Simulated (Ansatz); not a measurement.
Ga2O3:
```
Ga2O3
1.0
    1.38669    -4.62000     0.00000
    1.38669     4.62000     0.00000
    0.00000     0.00000     7.19665
Ga O
4 6
Direct
  0.24699   0.75301   0.25000
  0.75301   0.24699   0.75000
  0.00000   0.00000   0.50000
  0.00000   0.00000   0.00000
  0.36324   0.63676   0.92392
  0.63676   0.36324   0.07608
  0.63676   0.36324   0.42392
  0.36324   0.63676   0.57608
  0.10676   0.89324   0.75000
  0.89324   0.10676   0.25000
```

Relaxed with r²SCAN. Special points in fractions of this cell's reciprocal vectors: Γ (0.000, 0.000, 0.000); Y (-0.500, 0.500, 0.000); C0 (-0.273, 0.727, 0.000); Σ0 (0.273, 0.273, 0.000); Z (0.000, 0.000, 0.500); A0 (0.273, 0.273, 0.500); E0 (-0.273, 0.727, 0.500); T (-0.500, 0.500, 0.500); S (0.000, 0.500, 0.000); R (0.000, 0.500, 0.500).

Q: List the band energies nearest the valence-band maximum at these points for DFT-r²SCAN in the program Ansatz with PAW potentials.

A: In eV from the valence-band maximum; about four levels below and three above (degenerate sets whole), none deeper than 8.9 eV; points with the same levels are listed once.

| k | below | above |
|---|---|---|
| Γ | -0.88 -0.87 -0.60 -0.03 | 2.31 5.15 7.09 |
| Y | -0.82 -0.60 -0.50 -0.40 | 4.85 5.01 6.28 |
| C0 | -1.38 -1.14 -0.93 -0.54 | 4.00 5.21 7.37 |
| Z | -0.88 -0.88 -0.84 -0.84 | 4.07 4.07 7.61 7.61 |
| A0 | -1.14 -1.14 -0.42 -0.42 | 4.98 4.98 7.56 7.56 |
| T | -0.76 -0.76 -0.69 -0.69 | 5.27 5.27 6.67 6.67 |
| S | -1.12 -0.90 -0.83 -0.70 | 3.87 5.26 7.44 |
| R | -1.01 -1.01 -0.41 -0.41 | 4.93 4.93 7.60 7.60 |

Space group Cmcm. The workflow started from a Materials Project entry (that database holds measured and hypothetical structures alike); the Crystallography Open Database copy checked does not list it. It is not the phase usual at ambient conditions (space group No. 12, 167). Symmetry was held in the r²SCAN relaxation. At this level the phase is dynamically unstable (imaginary phonons). Spin–orbit coupling is left out wherever it is not named.

Potentials: the later of the program's two PAW sets.
